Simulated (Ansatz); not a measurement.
CoW:
```yaml
crystal:
  lattice:
    - [0.00000, 2.40994, 2.40994]
    - [2.40994, 0.00000, 2.40994]
    - [2.40994, 2.40994, 0.00000]
  atoms:
    - { symbol: Co, position: [0.00000, 0.00000, 0.00000] }
    - { symbol: W, position: [0.50000, 0.50000, 0.50000] }
```

Relaxed with PBEsol. Special points in fractions of this cell's reciprocal vectors: Γ (0.000, 0.000, 0.000); X (0.500, 0.000, 0.500); U (0.625, 0.250, 0.625); K (0.375, 0.375, 0.750); L (0.500, 0.500, 0.500); W (0.500, 0.250, 0.750).

List the band energies nearest the Fermi level at these points for DFT-PBEsol in the program Ansatz with PAW potentials.

In eV from the Fermi level; about four levels below and three above (degenerate sets whole), none deeper than 8.9 eV; points with the same levels are listed once.

```json
[
 {"k": "Γ", "below": "-4.52 -4.52 -4.23 -4.23 -4.23", "above": "1.74 1.74 1.74"},
 {"k": "X", "below": "-3.19 -1.51 -1.51 -1.20", "above": "1.44 1.88 1.88"},
 {"k": "U", "below": "-3.13 -3.12 -1.76 -0.50", "above": "0.29 0.85 1.53"},
 {"k": "L", "below": "-2.02 -2.02 -1.68 -1.68 -0.36", "above": "1.23 1.23 2.99"},
 {"k": "W", "below": "-3.53 -1.86 -1.50 -1.43", "above": "0.18 0.18 1.86"}
]
```

Space group Fm-3m (rock salt). The start of the workflow was typed in or built on a structure type; neither database checked (COD, Materials Project) lists it. Its standing as an ambient phase is unchecked. Symmetry was held in the PBEsol relaxation. At this level the phase is mechanically unstable. The workflow began spin-polarised and lost its moments. Its formation energy is positive at this level, so the cell may be metastable or incomplete. Spin–orbit coupling is left out wherever it is not named.

Potentials: the earlier of the program's two PAW sets. The files were generated under PBE; for other functionals the program regenerates the frozen cores, and for LDA and PBEsol the local potential too.
